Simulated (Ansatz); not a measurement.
Ba$_{2}$ScO$_{3}$F:
```
Ba2ScO3F
1.0
   -2.07370     2.07370     6.76218
    2.07370    -2.07370     6.76218
    2.07370     2.07370    -6.76218
Ba Sc O F
2 1 3 1
Direct
  0.63637   0.63637   0.00000
  0.36141   0.36141   0.00000
  0.98715   0.98715   0.00000
  0.00614   0.50614   0.50000
  0.50614   0.00614   0.50000
  0.83779   0.83779   0.00000
  0.16502   0.16502   0.00000
```

Relaxed with r²SCAN.

Question: Give the Bader charges and basin volumes of the independent atoms, r²SCAN (plane waves, PAW; program Ansatz).

Answer: 

```json
[
 {"atom": "Ba1", "Bader charge (e)": "+1.58", "Bader volume (Å³)": "24.2"},
 {"atom": "Ba2", "Bader charge (e)": "+1.54", "Bader volume (Å³)": "24.0"},
 {"atom": "Sc3", "Bader charge (e)": "+2.04", "Bader volume (Å³)": "8.3"},
 {"atom": "O4", "Bader charge (e)": "-1.42", "Bader volume (Å³)": "13.3"},
 {"atom": "O6", "Bader charge (e)": "-1.44", "Bader volume (Å³)": "17.9"},
 {"atom": "F7", "Bader charge (e)": "-0.87", "Bader volume (Å³)": "15.2"}
]
```

Space group I4mm. The first step of the workflow began from a Materials Project structure, measured or hypothetical; the Crystallography Open Database copy checked does not list it. Whether it is the stable phase at ambient conditions was not checked. Symmetry was held in the r²SCAN relaxation; its stability against distortions is not shown here. The run is not spin-polarised. Spin–orbit coupling is left out wherever it is not named.

Potentials: the later of the program's two PAW sets.
